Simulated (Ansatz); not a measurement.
Problem. Name crystals whose computed values (DFT-LDA in the program Ansatz with PAW potentials) fall in these windows: G_Hill (GPa) 19 to 28; highest Γ mode, no LO–TO term (cm⁻¹) 160 to 210; Θ_D (K) 170 to 230.

Solution. 

| crystal | G_Hill (GPa) | highest Γ mode, no LO–TO term (cm⁻¹) | Θ_D (K) |
|---|---|---|---|
| Ga2Pt, fluorite or antifluorite type | 23.1 | 175 | 191 |
| SnAu, NiAs type | 26.3 | 167 | 178 |
| ZrRh, CsCl type | 25.9 | 165 | 217 |
| SnSe, Pnma (Se on 4c, Sn on 4c) | 23.9 | 181 | 216 |
Others may fit too.

Standing as an ambient phase not checked: Ga2Pt, fluorite or antifluorite type; SnAu, NiAs type; ZrRh, CsCl type. Weakly bound layers, chains or molecules computed without a dispersion correction, so cells and soft constants are ill determined: SnSe, Pnma (Se on 4c, Sn on 4c). All cells were relaxed under the symmetry of their starts (and spin orders); stability against distortions was not tested throughout. Rows with no word on spin ran without spin polarisation. Spin–orbit coupling is left out wherever it is not named.

Potentials: the later of the program's two PAW sets.
